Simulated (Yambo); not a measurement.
G0W0@PBEsol for WO3 (space group Cmcm, No. 63) in Yambo (4×4×2 mesh, 7 Ry block, plasmon pole, screening fixed), without a terminator:

```
bands N in G  gap (-0.5, -0.5, 0) → Γ (eV)  shift of the valence edge (eV)
------------  ----------------------------  ------------------------------
75                                   1.779                           0.540
119                                  1.693                           0.290
178                                  1.632                           0.141
```

Q: Extrapolate both columns to infinite N with E(N) = E∞ + A/N, test the form, and compare with the terminator.

A: From two points, E∞ = (N2 E2 − N1 E1)/(N2 − N1). The two largest N give 1.51 eV for the gap and -0.16 eV for the shift; the two smallest give 1.55 eV and -0.14 eV. For the gap the slopes A are 17 and 22 eV: the form isn't reached, and its limit is uncertain. For the shift the slopes A are 51 and 53 eV: the 1/N form holds. With the Bruneval-Gonze terminator and 178 bands the run gives 1.61 eV and -0.07 eV, 0.10 eV and 0.09 eV from the extrapolated values: the terminator too is an estimate of the remainder. Block, mesh and the bands in W are held fixed.

Spin-orbit coupling is not included.

Geometry of the Materials Project entry, not relaxed at this level; primitive cell a = 3.8748 Å, b = 3.8748 Å, c = 7.6976 Å, α = 90.00°, β = 90.00°, γ = 90.03°.

The structure is a Materials Project entry; no match was found in the copy of COD used, and its stability was not checked.

A shift is the quasiparticle energy of the state minus its PBEsol energy.
